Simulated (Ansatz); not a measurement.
The cell is a measured one (Crystallography Open Database entry 9011006); the temperature and pressure of the measurement aren't taken into account, and nothing was relaxed. The listed cell was then made from it by scaling, straining or moving an atom.

K: DFT, PBEsol, all-electron PAW with datasets made for the crystal, scalar-relativistic (Ansatz 0.2.0). What sets it apart from a plain run of this crystal: volume scaled by 0.96.

Command: `ansatz run input.yaml --threads 1 --pin off --max-ram 3072MiB --backend cpu --events-out ev --progress --plain --runs-dir out` The run took 2.8 s on 1 thread of Intel(R) Xeon(R) Platinum 8488C (Sapphire Rapids) (shared host), peak memory 0.34 GiB.

```yaml
crystal:
  lattice:
    - [-2.5826172842, 2.5826172842, 2.5826172842]
    - [2.5826172842, -2.5826172842, 2.5826172842]
    - [2.5826172842, 2.5826172842, -2.5826172842]
  atoms:
    - { symbol: K, position: [0.0, 0.0, 0.0] }
kpoints:
  mp_grid: { grid: [10, 10, 10] }
scf:
  occupations: { method: fermi_dirac, width: 0.08 }
hamiltonian:
  xc: pbesol
  pseudopotentials: { kind: all_electron, datasets: crystal }
output:
  forces: true
  stress: true
  eigenvalues: true
  efg: { contact_densities: true }
```

Output (standing set-up lines are left out):

```
hamiltonian.pseudopotentials.datasets: crystal makes datasets for this crystal and solves the spheres of its atoms anew in each pass: cutoff 200.0 eV, the density's 800.0 eV; for an error of 0.50 meV an atom under PBE, 0.5 meV for the cell; an energy difference from a run of another recipe may be off by several times the error for the cell, under r2SCAN by more, where some 0.1 meV an atom stays at smaller errors; K in spheres of 1.376 Å, 9 of its electrons in bands
Pseudopotential: K, paw, valence charge 9, recommended cutoff 200 eV (normal), Koelling and Harmon's equation, gaussian nucleus
Crystal: 1 atoms, lattice volume = 68.903 Å³
Basis set: ecut = 200 eV, 429 PW (Γ), exchange–correlation on 48×48×48 points (8 copies of the dense FFT grid, shifted against one another)
Space group: Im-3m (ITA 229), of the structure as read, at distance tolerance 4.1e-5 Å
iter 1 solved again at ethr=2.72e-4 eV; its pass at ethr=1.00e-1 eV (dr2=2.45e-2 eV) is discarded
SCF iter   1: F=—  HF=-16362.887462 eV  |F-HF|=—  |Δ(HF+E_count)|=         —  Δρ=4.22e-3  dr2=2.46e-2  ethr=2.72e-4  ⟨swp⟩=6.3  Hψ=3271  notcnv=0
preconditioner: auto → Kerker (q_TF=auto, 1.943 Å⁻¹)  [metal: Δε(μ)=0.097 eV  Ē_g=4.187 eV  σ=0.080 eV  W_gap=0.28  n_scr=12 (ndim 8)  ℏωp=4.5 eV  f_vac=0.000  D(μ)=0.88/eV (n_scr^D=0)]
SCF iter   2: F=—  HF=-16362.880976 eV  |F-HF|=—  |Δ(HF+E_count)|=   6.49e-3  Δρ=2.31e-3  dr2=1.06e-2  ethr=2.72e-4  ⟨swp⟩=2.0  Hψ=776  notcnv=0
SCF iter   3: F=—  HF=-16362.879052 eV  |F-HF|=—  |Δ(HF+E_count)|=   1.92e-3  Δρ=1.57e-3  dr2=5.12e-3  ethr=1.17e-4  ⟨swp⟩=2.0  Hψ=691  notcnv=0
iter 4 solved again at ethr=4.82e-6 eV; its pass at ethr=5.69e-5 eV (dr2=4.34e-4 eV) is discarded
SCF iter   4: F=—  HF=-16362.878212 eV  |F-HF|=—  |Δ(HF+E_count)|=   8.40e-4  Δρ=4.93e-4  dr2=4.28e-4  ethr=4.82e-6  ⟨swp⟩=2.1  Hψ=1860  notcnv=0
SCF iter   5: F=—  HF=-16362.878230 eV  |F-HF|=—  |Δ(HF+E_count)|=   1.79e-5  Δρ=2.46e-4  dr2=7.22e-5  ethr=4.76e-6  ⟨swp⟩=2.1  Hψ=655  notcnv=0
SCF iter   6: F=—  HF=-16362.878255 eV  |F-HF|=—  |Δ(HF+E_count)|=   2.58e-5  Δρ=8.65e-5  dr2=2.52e-6  ethr=8.03e-7  ⟨swp⟩=3.0  Hψ=785  notcnv=0
SCF iter   7: F=—  HF=-16362.878256 eV  |F-HF|=—  |Δ(HF+E_count)|=   4.83e-7  Δρ=2.78e-5  dr2=3.19e-7  ethr=2.80e-8  ⟨swp⟩=2.7  Hψ=688  notcnv=0
SCF iter   8: F=-16362.878256 eV  HF=-16362.878256 eV  |F-HF|=6.41e-9  |Δ(HF+E_count)|=   3.36e-7  Δρ=6.36e-6  dr2=2.72e-8  ethr=3.54e-9  ⟨swp⟩=3.0  Hψ=823  notcnv=0
SCF 1 converged in 8 iterations: F = -16362.878257 eV  dr2 = 2.72e-8
  Residual-converged pass: ⟨swp⟩=4.0  Hψ=931  notcnv=0  max |occ|·‖R‖ = 3.7e-6 eV (tolerance 3.7e-6 eV)  dr2=2.83e-8  dr2_onsite=2.25e-8  max |Δocc| = 2.6e-8
  greatest PAW one-centre occupation: 0.985 electrons in one spin orbital (limit 2), on the K atom at site 0 (counted from 0), in its partial waves of l = 0
SCF converged after 8 iterations
Free energy (F): -16362.878257 eV
Harris-Foulkes:  -16362.878257 eV  (|F-HF|=6.41e-9)
Internal energy: -16362.860356 eV  (E = F + TS)
E sigma→0 (E₀):  -16362.869306 eV
Entropy (-TS):   -0.017901 eV (-17.901 meV/atom)
Past the cutoff: the bands carry plane waves up to 1.75 times it, of which those up to 1.5 times it add -0.000402 eV an atom, each by itself; the spheres take 0.000300 eV an atom off the energy for waves past 1.75 times it
By the cutoff:   a pressure is off by up to 0.005 GPa (1.2 times the spheres' own share and the shells' term, over an atom's volume, and 0.004 GPa: a bound that held against runs at twice the plane waves)
Past the cutoffs: a stress includes 0.0005 GPa for waves and charges beyond them, in addition to the slope of what the spheres take
In the spheres:  the bands' charges fall short by 5.0e-7 e at most (sound up to 1e-3)
Fermi energy:    2.171744 eV
--- Per-component energies (eV) ---
  The terms above E_closure are by the made datasets' own strengths, without shells solved beside the bands.
--- Forces (eV/Å), atoms counted from 1 ---
  atom   1  K      0.00000000     0.00000000     0.00000000
  max |Σ_I F_I| component: 4.88e-33 eV/Å
--- Stress (GPa, compression-positive) ---
        0.122551       0.000000       0.000000
       -0.000000       0.122551      -0.000000
       -0.000000       0.000000       0.122551
  P = ⅓ Tr σ = 0.1226 GPa (1.226 kbar)
--- PAW observables at the nuclei: V_zz in 10²¹ V/m², potentials from the cell's mean, atoms counted from 1 ---
  atom   1  K  V_zz =    -0.000000   η = 0.0000   by run symmetry: forbidden
            electrostatic potential = -2057.005670 V   contact ρ = 34709.749211 e/Å³
--- Band table (eV; the first three rows and the last of 47) ---
  k-point 0: bands = ["-29.7788", "-13.2849", "-13.2849", "-13.2849", "-0.0776", "6.5226", "6.5226"]
  k-point 1: bands = ["-29.7782", "-13.2933", "-13.2876", "-13.2849", "0.0535", "6.3241", "6.3598"]
  k-point 2: bands = ["-29.7768", "-13.3151", "-13.2948", "-13.2849", "0.4373", "5.6070", "6.0098"]
  k-point 46: bands = ["-29.7685", "-13.3467", "-13.3467", "-13.3467", "3.8156", "3.8156", "5.8144"]
```
